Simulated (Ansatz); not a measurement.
Al3Ru2:
```cif
data_Al6Ru4
_chemical_formula_sum 'Al6 Ru4'
_space_group_name_H-M_alt 'I4/mmm'
_space_group_IT_number 139
_space_group_name_Hall '-I 4 2'
_cell_length_a 3.07648
_cell_length_b 3.07648
_cell_length_c 14.28127
_cell_angle_alpha 90.000
_cell_angle_beta 90.000
_cell_angle_gamma 90.000
loop_
_atom_site_label
_atom_site_type_symbol
_atom_site_symmetry_multiplicity
_atom_site_Wyckoff_symbol
_atom_site_fract_x
_atom_site_fract_y
_atom_site_fract_z
_atom_site_occupancy
Al1 Al 2 a 0.00000 0.00000 0.00000 1
Al2 Al 4 e 0.00000 0.00000 0.19390 1
Ru1 Ru 4 e 0.00000 0.00000 0.39419 1
```
(The calculation used a cell of 5 atoms; values per cell refer to that cell.)

Relaxed at zero pressure with the program Ansatz at the r²SCAN level (PAW).

Problem. The volume is raised by 6 % and shape and atoms relax at that volume. What pressure results, and how do the axes share the change?

Solution. -9.9 GPa; a 1.7 %, b 1.7 %, c 2.4 %; the energy rises by 26 meV/atom.

Problem. Give the new structure.

Solution. 
Space group I4/mmm (No. 139); a = b = 3.1302 Å, c = 14.6230 Å, α = β = γ = 90.00°

```tsv
atom	site	symmetry	x	y	z
Al	2a	4/mmm	0.0000	0.0000	0.0000
Al	4e	4mm	0.0000	0.0000	0.1923
Ru	4e	4mm	0.0000	0.0000	0.3944
```

The phase is kept; no other phase was compared at this pressure.

The first step of the workflow began from a Materials Project structure, measured or hypothetical; the Crystallography Open Database copy checked does not list it. Its standing as an ambient phase is unchecked. Symmetry was held in the r²SCAN relaxation; its stability against distortions is not shown here. The run is not spin-polarised. Axis ratios of metals converge slowly with the k-mesh, so a and c are less sure than the volume.

Potentials: the later of the program's two PAW sets.
